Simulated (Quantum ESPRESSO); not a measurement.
pw.x input (Quantum ESPRESSO 7.5; PBEsol, PseudoDojo standard norm-conserving files, scalar-relativistic):

```
&CONTROL
  calculation = 'scf'
  pseudo_dir = './pseudo'
  outdir = './out'
  tprnfor = .true.
  tstress = .true.
/
&SYSTEM
  ibrav = 0
  nat = 12
  ntyp = 3
  ecutwfc = 84.0
  ecutrho = 336.0
  occupations = 'smearing'
  smearing = 'fd'
  degauss = 0.002
  nbnd = 57
/
&ELECTRONS
  conv_thr = 1.2e-09
/
ATOMIC_SPECIES
O 15.9990 O.upf
F 18.9984 F.upf
Sc 44.9559 Sc.upf
CELL_PARAMETERS angstrom
  5.184280000000   0.000000000000   0.000000000000
  0.000000000000   5.155950000000   0.000000000000
 -0.898970000000   0.000000000000   5.172024000000
ATOMIC_POSITIONS crystal
O   0.544100000000   0.746290000000   0.012160000000
O   0.455900000000   0.253710000000   0.987840000000
O   0.455900000000   0.246290000000   0.487840000000
O   0.544100000000   0.753710000000   0.512160000000
F   0.943110000000   0.325310000000   0.657830000000
F   0.056890000000   0.674690000000   0.342170000000
F   0.056890000000   0.825310000000   0.842170000000
F   0.943110000000   0.174690000000   0.157830000000
Sc   0.692190000000   0.472490000000   0.287750000000
Sc   0.307810000000   0.527510000000   0.712250000000
Sc   0.307810000000   0.972490000000   0.212250000000
Sc   0.692190000000   0.027510000000   0.787750000000
K_POINTS automatic
6 6 6 0 0 0
```

End of the output:

```

[...]
     the Fermi energy is    10.3494 ev
!    total energy              =    -717.00264739 Ry
     estimated scf accuracy    <          4.1E-10 Ry
     smearing contrib. (-TS)   =       0.00000000 Ry
     internal energy E=F+TS    =    -717.00264739 Ry
     The total energy is F=E-TS. E is the sum of the following terms:
     one-electron contribution =    -236.84488343 Ry
     hartree contribution      =     167.90589135 Ry
     xc contribution           =    -141.07635397 Ry
     ewald contribution        =    -506.98730135 Ry
     convergence has been achieved in  14 iterations
     Forces acting on atoms (cartesian axes, Ry/au):
     atom    1 type  1   force =    -0.00322492    0.00036611    0.00001037
     atom    2 type  1   force =     0.00322492   -0.00036611   -0.00001037
     atom    3 type  1   force =     0.00322492    0.00036611   -0.00001037
     atom    4 type  1   force =    -0.00322492   -0.00036611    0.00001037
     atom    5 type  2   force =     0.00013392    0.00121274   -0.00122453
     atom    6 type  2   force =    -0.00013392   -0.00121274    0.00122453
     atom    7 type  2   force =    -0.00013392    0.00121274    0.00122453
     atom    8 type  2   force =     0.00013392   -0.00121274   -0.00122453
     atom    9 type  3   force =    -0.00524837    0.00089904   -0.00020907
     atom   10 type  3   force =     0.00524837   -0.00089904    0.00020907
     atom   11 type  3   force =     0.00524837    0.00089904    0.00020907
     atom   12 type  3   force =    -0.00524837   -0.00089904   -0.00020907
     Total force =     0.012949     Total SCF correction =     0.000040
     Computing stress (Cartesian axis) and pressure
          total   stress  (Ry/bohr**3)                   (kbar)     P=      -35.74
  -0.00022510   0.00000000  -0.00000698          -33.11        0.00       -1.03
   0.00000000  -0.00025769   0.00000000            0.00      -37.91        0.00
  -0.00000698   0.00000000  -0.00024607           -1.03        0.00      -36.20
```
In a gapped system the printed Fermi energy is only some level inside the gap.

Geometry of the Materials Project entry, not relaxed at this level.
